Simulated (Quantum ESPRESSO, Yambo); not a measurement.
For CO2 (space group P4_12_12, No. 92), Yambo gives the independent-particle static dielectric constant along x as 2.67 on PBEsol bands and 2.23 after a scissor of 3.78 eV widens every gap (4×4×2 mesh, 141 bands, 3 Ry local-field block, 0.2 eV broadening). Axes are Cartesian, with cell vectors (Å) (5.07, 0.00, 0.00), (0.00, 5.07, 0.00), (0.00, 0.00, 7.23).

### Question
A scissor keeps the position matrix elements. In a one-oscillator model, how does ε − 1 scale, and what mean transition energy do the two values imply?

### Answer
Each transition adds |r|²/E to ε − 1, so ε − 1 ∝ 1/(E0 + Δ). Then (2.23 − 1)/(2.67 − 1) = E0/(E0 + Δ) = 0.737, and E0 = Δ(ε' − 1)/(ε − ε') = 10.6 eV. The computed Im ε, weighted by 1/E up to 20 eV, has its mean at 9.9 eV; the smallest direct PBEsol gap is 6.43 eV. The scissor comes from a G0W0 run whose convergence isn't established. Convergence of the RPA response with its 4×4×2 mesh was not tested.

Bands from Quantum ESPRESSO.

Geometry of the Materials Project entry, not relaxed at this level; primitive cell a = 5.0693 Å, b = 5.0693 Å, c = 7.2320 Å, α = 90.00°, β = 90.00°, γ = 90.00°.

The structure is a Materials Project entry; no match was found in the copy of COD used, and its stability was not checked.

The distance between layers or molecules is the database entry's, not relaxed here. Functionals without dispersion can leave it too large, which widens gaps and weakens the response across layers: the numbers belong to this cell.
